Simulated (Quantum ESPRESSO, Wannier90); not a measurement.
**Wannierisation of InAs (zinc blende)**

```
CELL_PARAMETERS angstrom
      0.00000     3.05356     3.05356
      3.05356     0.00000     3.05356
      3.05356     3.05356     0.00000
ATOMIC_POSITIONS crystal
  In 0.25000 0.25000 0.25000
  As 0.00000 0.00000 0.00000
```

Cell from Materials Project (mp-20305), symmetrised, no further relaxation. COD (Crystallography Open Database) has an entry of this formula and space group (matched by these alone). Method: PBEsol plane waves in Quantum ESPRESSO 7.5 (PseudoDojo norm-conserving files, 68 Ry, no spin polarisation, no spin-orbit coupling), Bloch states on a 10×10×10 mesh through Γ, Wannier90 4.0.1. Density: 10×10×10 mesh, cold smearing 0.01 Ry. Spin-orbit coupling is left out although heavy elements are present.

Base run: 8 functions from bands 11-25 of the 25 computed, start hydrogen-like In: s;p; As: s;p, centres 0.05 Å off the atoms, frozen window up to 1.50 eV relative to the Fermi level, outer window open. Rows change the key named; with other orbitals the number of functions and the frozen window follow, as listed; window edges are relative to the Fermi level. The misfit compares interpolated bands with pw.x on a high-symmetry path, for states up to 1.0 eV relative to the Fermi level. Converged means that the tolerances were met: symmetric starts can stop on a saddle, which shows as a larger Ω_OD at equal Ω_I and can move the misfit too.

Rows with other orbitals or bands describe another subspace, so their Ω_I can't be set against the base's. Runs that didn't settle are not listed.

| setting | orbitals | bands | functions | frozen to (eV) | Ω_I (Å²) | Ω_D (Å²) | Ω_OD (Å²) | rms misfit (meV) | worst (meV) | ended |
|---|---|---|---|---|---|---|---|---|---|---|
| base | In sp, As sp | 11-25 | 8 | 1.50 | 12.09 | 0.02 | 1.78 | 2.9 | 45 | converged |
| num_iter = 0 (projection only), orbitals on the atoms | In sp, As sp | 11-25 | 8 | 1.50 | 12.09 | 0.02 | 6.40 | 2.9 | 43 | no minimisation |
| start: the same orbitals exactly on the atoms | In sp, As sp | 11-25 | 8 | 1.50 | 12.09 | 0.02 | 1.78 | 2.8 | 44 | converged |
| start: sp3 on every atom | In sp, As sp | 11-25 | 8 | 1.50 | 12.09 | 0.02 | 2.62 | 2.8 | 44 | converged |
| atomic waves with projectability windows 0.01 and 0.95 | In 5s, In 5p, As 4s, As 4p | 11-25 | 8 | 1.50 | 13.37 | 0.03 | 1.90 | 4.5 | 26 | converged |
| start: SCDM erfc, mu = fit minus three sigma, no disentanglement steps | In 5s, In 5p, As 4s, As 4p | 11-25 | 8 | none | 28.99 | 1.54 | 12.98 | 9.1 | 36 | converged |
